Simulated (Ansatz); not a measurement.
Name crystals whose computed values (r²SCAN in the plane-wave PAW code Ansatz) fall in these windows: Θ_D (K) 240 to 310; gap (eV) 6.0 to 7.9; B₀ by P(V) fit (GPa) 23 to 31.



```csv
crystal,Θ_D (K),gap (eV),B₀ by P(V) fit (GPa)
"LiCl, zinc blende",283,6.71,26.3
"LiCl, wurtzite",283,6.68,26.3
```
Others may fit too.

Typed or built starts, not in the databases checked: LiCl, zinc blende. Not the usual ambient phase: LiCl, zinc blende; LiCl, wurtzite. All cells were relaxed under the symmetry of their starts (and spin orders); stability against distortions was not tested throughout.

Potentials: the later of the program's two PAW sets.
